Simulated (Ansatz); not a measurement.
A geometry of SrTiO₃ away from equilibrium: the start of the relaxation of a generated cell, SrTiO3 built in the AFLOW prototype ABC3_hR10_167_a_b_e (as in LiNbO3). Calculation: r2SCAN (plane waves to 500 eV, PAW, scalar-relativistic; Ansatz, a quantum-chemistry and plane-wave program). Γ-centred k-mesh 5×5×5 on the run's cell (coarser than for final values), Fermi–Dirac smearing 0.05 eV.

```xyz
10
Lattice="2.7514 1.5885 4.8065 -2.7514 1.5885 4.8065 0.0000 -3.1770 4.8065" Properties=species:S:1:pos:R:3:forces:R:3 pbc="T T T" free_energy=-15545.466 pressure_GPa=-2.4
Sr     0.0000     0.0000     3.6049    0.0000    0.0000    0.0000
Sr     0.0000     0.0000    10.8147    0.0000    0.0000    0.0000
Ti     0.0000     0.0000     0.0000    0.0000    0.0000    0.0000
Ti     0.0000     0.0000     7.2098    0.0000    0.0000    0.0000
O     -0.5919     1.5885     8.4114    3.7096    0.0000    0.0000
O     -1.0797    -1.3069     8.4114   -1.8548    3.2127    0.0000
O      1.6717    -0.2816     8.4114   -1.8548   -3.2127    0.0000
O      0.5919    -1.5885     6.0081   -3.7096    0.0000    0.0000
O      1.0797     1.3069     6.0081    1.8548   -3.2127    0.0000
O     -1.6717     0.2816     6.0081    1.8548    3.2127    0.0000
```

Positions in Å, forces in eV/Å, free energy of the cell in eV (comparable only within this code, potentials and settings). Largest force: 3.71 eV/Å, on O5, O6, O7, O8, O9, O10 (atoms numbered as listed); the geometry lies 0.40 eV/atom above the end of its relaxation.

No spin polarisation in the result.

The run could not lose the symmetry of its start, so the end can be a saddle point.

The end of the path is a generated cell of SrTiO3: the first start was made by placing the elements on the sites of a structure type, and the end was not matched to a known phase here, so it may be hypothetical. Known forms of SrTiO3 include space group No. 221.
